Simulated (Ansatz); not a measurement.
LiAu4Se4Cl4O12: field gradients at two levels of theory

Cell: a computed structure from the Materials Project (it need not be an observed phase), atoms as given.

```yaml
crystal:
  lattice:
    - [4.48472, 0.00000, 0.00000]
    - [-0.65233, 10.11290, 0.00000]
    - [-0.08411, -1.74983, 10.86014]
  atoms:
    - { symbol: Li, position: [0.03416, 0.36943, 0.45900] }
    - { symbol: Se, position: [0.28514, 0.85923, 0.72901] }
    - { symbol: Se, position: [0.79673, 0.70939, 0.08652] }
    - { symbol: Se, position: [0.21126, 0.29450, 0.91041] }
    - { symbol: Se, position: [0.73600, 0.12250, 0.27129] }
    - { symbol: Au, position: [0.99103, 0.57300, 0.80551] }
    - { symbol: Au, position: [0.01980, 0.99913, 0.99599] }
    - { symbol: Au, position: [0.99377, 0.42474, 0.19464] }
    - { symbol: Au, position: [0.02415, 0.99426, 0.49783] }
    - { symbol: Cl, position: [0.68762, 0.50151, 0.36182] }
    - { symbol: Cl, position: [0.30526, 0.49391, 0.64363] }
    - { symbol: Cl, position: [0.77157, 0.18994, 0.55614] }
    - { symbol: Cl, position: [0.28673, 0.80683, 0.44273] }
    - { symbol: O, position: [0.35733, 0.94451, 0.87683] }
    - { symbol: O, position: [0.30537, 0.35928, 0.06269] }
    - { symbol: O, position: [0.96678, 0.75464, 0.74483] }
    - { symbol: O, position: [0.93752, 0.16744, 0.92228] }
    - { symbol: O, position: [0.93295, 0.39266, 0.86641] }
    - { symbol: O, position: [0.08729, 0.82657, 0.06578] }
    - { symbol: O, position: [0.68524, 0.63852, 0.93689] }
    - { symbol: O, position: [0.02481, 0.25244, 0.27959] }
    - { symbol: O, position: [0.08964, 0.98775, 0.67883] }
    - { symbol: O, position: [0.05817, 0.60505, 0.13043] }
    - { symbol: O, position: [0.68762, 0.05651, 0.11820] }
    - { symbol: O, position: [0.96021, 0.00126, 0.31510] }
```

Atom numbers follow the list; atoms alike are taken as one site, whose name carries the number of the first.

First run. All values are calculated (Ansatz; DFT, PBE, plane waves and PAW, scalar-relativistic, 420 eV cutoff, Γ-centred 7×3×3 k-points, Fermi–Dirac smearing 0.05 eV), not measured.

```
site  atom  V_zz (10²¹ V/m²)     η
  Li     1             -0.14  0.89
 Se2     2             -30.0  0.08
 Se3     3             -29.9  0.12
 Se4     4             -29.6  0.11
 Se5     5             -30.2  0.08
 Au6     6             -4.30  0.26
 Au7     7              4.29  0.44
 Au8     8              4.59  0.69
 Au9     9            -10.33  0.32
Cl10    10              22.7  0.20
Cl13    13              30.5  0.05
 O18    18             15.57  0.88
 O21    21             13.97  0.80
 O25    25             14.23  0.92
```

Second run. The same atoms and settings, except that the functional is r2SCAN, the cutoff is 500 eV and the mesh is 8×4×3.

Task: What does the second run give?

Result: 

```json
{"site": "Li", "atom": "1", "V_zz": "-0.14", "η": "0.79", "change of V_zz": "0.00"}
{"site": "Se2", "atom": "2", "V_zz": "-32.0", "η": "0.06", "change of V_zz": "-2.04"}
{"site": "Se3", "atom": "3", "V_zz": "-31.8", "η": "0.11", "change of V_zz": "-1.90"}
{"site": "Se4", "atom": "4", "V_zz": "-31.5", "η": "0.09", "change of V_zz": "-1.85"}
{"site": "Se5", "atom": "5", "V_zz": "-32.1", "η": "0.07", "change of V_zz": "-1.93"}
{"site": "Au6", "atom": "6", "V_zz": "2.45", "η": "0.72", "change of V_zz": "–"}
{"site": "Au7", "atom": "7", "V_zz": "-4.36", "η": "0.52", "change of V_zz": "–"}
{"site": "Au8", "atom": "8", "V_zz": "-6.65", "η": "0.72", "change of V_zz": "–"}
{"site": "Au9", "atom": "9", "V_zz": "-5.20", "η": "0.50", "change of V_zz": "+5.13"}
{"site": "Cl10", "atom": "10", "V_zz": "21.9", "η": "0.19", "change of V_zz": "-0.82"}
{"site": "Cl13", "atom": "13", "V_zz": "29.9", "η": "0.02", "change of V_zz": "-0.51"}
{"site": "O18", "atom": "18", "V_zz": "16.10", "η": "0.88", "change of V_zz": "+0.53"}
{"site": "O21", "atom": "21", "V_zz": "14.66", "η": "0.79", "change of V_zz": "+0.69"}
{"site": "O25", "atom": "25", "V_zz": "14.85", "η": "0.92", "change of V_zz": "+0.62"}
```

The largest change of V_zz along a kept axis is on Au9, from -10.33 to -5.20. In per cent, |V_zz| changes by +6 to +7 on Se, -50 on Au, -4 to -2 on Cl, +3 to +5 on O (all sites that start above 2, bar those whose gradient vanishes or changes sign or whose main axis turns by over 40°). Where |V_zz| stays above 0.1 and the axes keep their order, η moves most on Au9, from 0.32 to 0.50. On Au8, Au6, Au7 the largest principal value lies along another axis in the second run, so the two V_zz can't be compared directly. The table leaves out 11 of the 25 sites, with |V_zz| up to 24.41; their tensors move by 0.80 at most along any direction. The statements above cover all sites.

Spin–orbit coupling is left out, which shifts gradients on Au by a few per cent in wide-gap crystals, and can shift them far more where the calculated gap is small or absent, as here.
For the first run: With these PAW files V_zz is typically within 2 to 3 % of all-electron values, but misses above 10 % occur on Li.
For the second run: At this cell the principal stresses reach 5 GPa in size with r2SCAN, which can matter for small gradients. The largest force is 1.1 eV/Å, so the atoms aren't at the calculated equilibrium and relaxing them would move these values. With these PAW files V_zz is typically within 2 to 3 % of all-electron values, but misses above 10 % occur on Au, Li.
